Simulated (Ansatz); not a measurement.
Relaxation of a generated cell, Ru placed in the diamond structure type; 2 atoms in the cell, which starts as Fd-3m, origin choice 1 (No. 227), cF8; a = b = c = 5.3217 Å, α = β = γ = 90.00°. The numbers are results of PBEsol (plane waves to 420 eV, PAW, scalar-relativistic; Ansatz, a program for electronic structure), not measurements. Γ-centred k-mesh 11×11×11 on the run's cell (coarser than for final values), Fermi–Dirac smearing 0.05 eV. This is the first round of the run. 

The optimiser's lines from the output (shortened; P is positive under compression):

```
relax step   1: F+E_penalty+E_count = -11630.23833919 eV  Δ(F+E_penalty+E_count) = +0.000e0 eV  max|allowed force component| = 1.388e-17 eV/Å  Δτ_max = 0.0000 Å  P = +7.733 GPa  Ω = 37.678 Å³  (6 SCF iters, dr2 threshold 1.00e-7 eV, accepted)
relax step   2: F+E_penalty+E_count = -11630.26852820 eV  Δ(F+E_penalty+E_count) = -3.019e-2 eV  max|allowed force component| = 2.174e-16 eV/Å  Δτ_max = 0.0000 Å  P = -2.385 GPa  Ω = 39.699 Å³  (6 SCF iters, dr2 threshold 2.00e-7 eV, accepted)
relax step   3: F+E_penalty+E_count = -11630.27262876 eV  Δ(F+E_penalty+E_count) = -4.101e-3 eV  max|allowed force component| = 2.683e-16 eV/Å  Δτ_max = 0.0000 Å  P = -0.168 GPa  Ω = 39.204 Å³  (6 SCF iters, dr2 threshold 2.00e-7 eV, accepted)
relax step   4: F+E_penalty+E_count = -11630.27265604 eV  Δ(F+E_penalty+E_count) = -2.727e-5 eV  max|allowed force component| = 2.405e-16 eV/Å  Δτ_max = 0.0000 Å  P = +0.004 GPa  Ω = 39.167 Å³  (7 SCF iters, dr2 threshold 7.03e-8 eV, accepted)
relax step   5: F+E_penalty+E_count = -11630.27296513 eV  Δ(F+E_penalty+E_count) = -3.091e-4 eV  max|allowed force component| = 2.405e-16 eV/Å  Δτ_max = 0.0000 Å  P = -0.003 GPa  Ω = 39.167 Å³  stress off target by 2.85e-3 GPa  SCF on the basis re-selected at this cell (its energy is not comparable with the rows above)  (9 SCF iters)
```

From the first to the last row the energy changes by -0.02 eV/atom and the volume by +4.0 %. The last row is marked as not comparable with the walk above it, whose basis was carried along; it does compare with step 1, since both stand on a basis selected at the nominal cutoff for their own cell.

Later rounds, restarted from the end of this one on a renewed k-mesh, logged 5 more steps and released under 0.01 eV/atom more. The final structure after all rounds: Fd-3m, origin choice 1 (No. 227), cF8, diamond type; a = b = c = 5.390 Å, α = β = γ = 90.00°. Between re-selections the logged energies stand on a plane-wave basis carried along with the cell. No spin polarisation in the result.

The run could not lose the symmetry of its start: the end is stationary, and may be a saddle point rather than a minimum.

All atoms sit on sites fixed by symmetry, so only the cell could relax.

The relaxed structure here is a generated cell of Ru: the first start was made by placing the elements on the sites of a structure type, and the end was not matched to a known phase here, so it may be hypothetical. Known forms of Ru include space group No. 194.
